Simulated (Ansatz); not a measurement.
B:
```cif
data_B3
_chemical_formula_sum 'B3'
_space_group_name_H-M_alt 'R-3m :H'
_space_group_IT_number 166
_space_group_name_Hall '-R 3 2"'
_cell_length_a 2.38931
_cell_length_b 2.38931
_cell_length_c 3.88330
_cell_angle_alpha 90.000
_cell_angle_beta 90.000
_cell_angle_gamma 120.000
loop_
_atom_site_label
_atom_site_type_symbol
_atom_site_symmetry_multiplicity
_atom_site_Wyckoff_symbol
_atom_site_fract_x
_atom_site_fract_y
_atom_site_fract_z
_atom_site_occupancy
B1 B 3 a 0.00000 0.00000 0.00000 1
```
(The calculation used a cell of 1 atom; values per cell refer to that cell.)

Relaxed at zero pressure with plane-wave PAW PBE (Ansatz code).

Task: The volume is raised by 9 % and shape and atoms relax at that volume. What pressure results, and how do the axes share the change?

Result: -17.3 GPa; a 3.5 %, b 3.5 %, c 1.7 %; the energy rises by 33 meV/atom.

Task: Give the new structure.

Result: 
Space group R-3m, hexagonal axes (No. 166); a = b = 2.473 Å, c = 3.951 Å, α = β = 90.00°, γ = 120.00°

| atom | site | symmetry | x | y | z |
|---|---|---|---|---|---|
| B | 3a | -3m | 0.0000 | 0.0000 | 0.0000 |

The phase is kept; no other phase was compared at this pressure.

The cell is a constructed one: a structure type filled with these elements. Its sites differ from those of the usual phase in this space group: another stacking or structure type. The cell was relaxed with PBE under the symmetry of its start; whether a distortion lowers the energy is not shown. The volume moved by -34 % from the start of the relaxation.

Potentials: the later of the program's two PAW sets.
